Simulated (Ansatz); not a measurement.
Given:

KF:
Space group Fm-3m (No. 225); a = 5.3189 Å, b = 5.3189 Å, c = 5.3189 Å, α = 90.00°, β = 90.00°, γ = 90.00°

```
atom  site  symmetry       x       y       z
----  ----  --------  ------  ------  ------
K       4a      m-3m  0.0000  0.0000  0.0000
F       4b      m-3m  0.5000  0.5000  0.5000
```
(The calculation used a cell of 2 atoms; values per cell refer to that cell.)

This is the r²SCAN-relaxed structure.

Task: All from the program Ansatz at the r²SCAN level (PAW), unless another level is named. Estimate the zero-point energy.

Result: 30.9 meV/atom.

Task: And the Poisson's ratio?

Result: 0.28.

Symmetry was held in the r²SCAN relaxation.

Potentials: the earlier of the program's two PAW sets. The files were generated under PBE; for other functionals the program regenerates the frozen cores, and for LDA and PBEsol the local potential too.
